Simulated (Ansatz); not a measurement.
TiB$_{2}$:
```xyz
3
Lattice="3.0247 0.0000 0.0000 -1.5124 2.6195 0.0000 0.0000 0.0000 3.2243" Properties=species:S:1:pos:R:3 pbc="T T T"
Ti     0.0000     0.0000     0.0000
B      0.0000     1.7463     1.6121
B      1.5124     0.8732     1.6121
```

Relaxed with r²SCAN.

Problem. Which orbitals make up the states near the Fermi level in the program Ansatz at the r²SCAN level (PAW)?

Solution. Within 0.5 eV of the Fermi level: Ti 3d 83 %, B 2p 16 %. Projections are on Löwdin-orthogonalised atomic valence shells; empty p or d shells of many metals are not among them.

Problem. Tabulate the density of states.

Solution. States/eV per cell of 3 atoms, in 0.25 eV bins, energy from the Fermi level.

| E (eV) | total | Ti 3d | B 2p | B 2s |
|---|---|---|---|---|
| -7.85 | 0.50 | 0.07 | 0.30 | 0.11 |
| -7.60 | 0.51 | 0.07 | 0.31 | 0.10 |
| -7.35 | 0.52 | 0.08 | 0.32 | 0.09 |
| -7.10 | 0.54 | 0.08 | 0.35 | 0.08 |
| -6.85 | 0.58 | 0.09 | 0.38 | 0.08 |
| -6.60 | 0.64 | 0.10 | 0.43 | 0.07 |
| -6.35 | 0.80 | 0.12 | 0.56 | 0.08 |
| -6.10 | 0.77 | 0.11 | 0.55 | 0.06 |
| -5.85 | 0.75 | 0.12 | 0.54 | 0.06 |
| -5.60 | 0.98 | 0.16 | 0.70 | 0.06 |
| -5.35 | 0.99 | 0.18 | 0.71 | 0.06 |
| -5.10 | 1.02 | 0.20 | 0.73 | 0.05 |
| -4.85 | 1.13 | 0.23 | 0.81 | 0.05 |
| -4.60 | 1.20 | 0.24 | 0.87 | 0.04 |
| -4.35 | 1.27 | 0.27 | 0.92 | 0.03 |
| -4.10 | 1.38 | 0.31 | 0.98 | 0.03 |
| -3.85 | 1.52 | 0.37 | 1.07 | 0.02 |
| -3.60 | 2.04 | 0.59 | 1.37 | 0.02 |
| -3.35 | 2.19 | 0.78 | 1.35 | 0.01 |
| -3.10 | 1.43 | 0.55 | 0.84 | 0.01 |
| -2.85 | 1.13 | 0.50 | 0.62 | 0.00 |
| -2.60 | 0.87 | 0.45 | 0.40 | 0.00 |
| -2.35 | 0.85 | 0.51 | 0.31 | 0.01 |
| -2.10 | 0.85 | 0.56 | 0.26 | 0.01 |
| -1.85 | 0.92 | 0.65 | 0.24 | 0.01 |
| -1.60 | 0.85 | 0.62 | 0.21 | 0.01 |
| -1.35 | 0.77 | 0.57 | 0.18 | 0.00 |
| -1.10 | 0.67 | 0.51 | 0.14 | 0.00 |
| -0.85 | 0.55 | 0.43 | 0.11 | 0.00 |
| -0.60 | 0.40 | 0.32 | 0.07 | 0.00 |
| -0.35 | 0.22 | 0.19 | 0.03 | 0.00 |
| -0.10 | 0.23 | 0.20 | 0.03 | 0.00 |
| 0.15 | 0.45 | 0.37 | 0.08 | 0.00 |
| 0.40 | 0.64 | 0.53 | 0.10 | 0.00 |
| 0.65 | 0.79 | 0.67 | 0.11 | 0.00 |
| 0.90 | 0.91 | 0.77 | 0.13 | 0.00 |
| 1.15 | 1.10 | 0.93 | 0.15 | 0.00 |
| 1.40 | 1.52 | 1.28 | 0.21 | 0.01 |
| 1.65 | 1.66 | 1.37 | 0.24 | 0.02 |
| 1.90 | 1.92 | 1.56 | 0.28 | 0.05 |
| 2.15 | 2.18 | 1.81 | 0.30 | 0.04 |
| 2.40 | 2.43 | 2.09 | 0.27 | 0.04 |
| 2.65 | 2.30 | 1.96 | 0.26 | 0.04 |
| 2.90 | 3.31 | 2.82 | 0.40 | 0.06 |
| 3.15 | 2.70 | 2.18 | 0.43 | 0.07 |
| 3.40 | 1.64 | 1.22 | 0.33 | 0.08 |
| 3.65 | 1.42 | 0.97 | 0.32 | 0.10 |
| 3.90 | 1.32 | 0.85 | 0.32 | 0.11 |
| 4.15 | 1.20 | 0.74 | 0.31 | 0.11 |
| 4.40 | 1.05 | 0.63 | 0.29 | 0.08 |
| 4.65 | 1.56 | 0.98 | 0.34 | 0.17 |
| 4.90 | 0.72 | 0.40 | 0.20 | 0.07 |

Space group P6/mmm. Symmetry was held in the r²SCAN relaxation. The run is not spin-polarised.

Potentials: the earlier of the program's two PAW sets. The files were generated under PBE; for other functionals the program regenerates the frozen cores, and for LDA and PBEsol the local potential too.
